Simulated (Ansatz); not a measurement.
## Notes on K2Ti

```xyz
12
Lattice="3.1999 5.5424 0.0000 -3.1999 5.5424 0.0000 0.0000 0.0000 10.4309" Properties=species:S:1:pos:R:3 pbc="T T T"
Ti   -0.0003    3.6951    0.6989
Ti   -0.0003    7.3897    5.9143
Ti   -0.0003    3.6951    4.5166
Ti    0.0000    7.3902    9.7321
K     0.0000    9.1926    2.6077
K    -1.5612    4.5963    7.8232
K    -1.5612    6.4885    2.6077
K     0.0000    1.8922    7.8232
K     1.5612    6.4885    2.6077
K     1.5612    4.5963    7.8232
K     0.0000    0.0000    0.0000
K     0.0000    0.0000    5.2155
```

Level: PBE, no spin polarisation; 420 eV; 6×6×4 Γ-centred mesh; fermi-dirac occupations (width 0.0561 eV); Ansatz 0.2.0, fixed geometry.

(1) Describe some of the short contacts.

(2) Which atom feels the largest force, and which way?

(3) What is the formation energy?

(4) Metal or insulator?

Origin: a known structure type with other elements, at an estimated volume, so it need not be a known compound. Caveats: many states at the Fermi level without spin polarisation, so a magnetic state may lie lower.

## Answers

(1) K–K at 3.12 Å: least valence density 0.06 e/Å³ and ELF 0.02 there. Ti–K at 3.73 Å: least valence density 0.06 e/Å³ and ELF 0.11 there. Ti–Ti at 3.82 Å: least valence density 0.10 e/Å³ and ELF 0.71 there. Both are smooth PAW fields, read partly inside the augmentation spheres.

(2) The largest is on K8 (and as large on other atoms): 0.41 eV/Å, components (0.00, 0.41, 0.00). It makes 30° with the line to a nearest neighbour, K10 at 3.12 Å, pointing towards it.

(3) 1.51 eV an atom against the elements' usual phases (free molecules for gases, crystals otherwise, with no correction for O₂ or N₂), so at this geometry it isn't bound against them. Relaxing would lower it.

(4) It is a metal, with about 29 states/eV a cell as the mean within 0.25 eV of the Fermi level, mostly Ti d (80 %).
